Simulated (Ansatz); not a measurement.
InSe:
```
CELL_PARAMETERS angstrom
      1.98310    -5.47964     0.00000
      1.98310     5.47964     0.00000
      0.00000     0.00000    33.00000
ATOMIC_POSITIONS crystal
  In 0.12108 0.87892 0.49042
  Se 0.71680 0.28320 0.44931
  In 0.87892 0.12108 0.50958
  Se 0.28320 0.71680 0.55069
```
Free-standing layer in the xy plane with vacuum along z and no interaction between images.

Relaxed with LDA.

Problem. All from DFT-LDA in the program Ansatz with PAW potentials, unless another level is named. Give the ionisation potential (Kohn–Sham).

Solution. 5.60 eV.

Problem. And the electron affinity (Kohn–Sham)?

Solution. 3.95 eV.

Problem. What about the electron effective mass, in the valley at Γ?

Solution. 0.22 along x, 0.44 along y (mₑ).

Space group C2/m. The layer was cut from a bulk entry of the Materials Project (measured or hypothetical); whether that bulk phase is the ambient one, and whether the layer has been isolated, was not checked. The cell was relaxed with LDA under the symmetry of its start; whether a distortion lowers the energy is not shown. Scalar-relativistic: spin–orbit coupling is off unless named, which matters more the heavier the elements.

Potentials: the later of the program's two PAW sets.

Edges and masses are those of Kohn–Sham bands, whose gap is no quasiparticle gap.
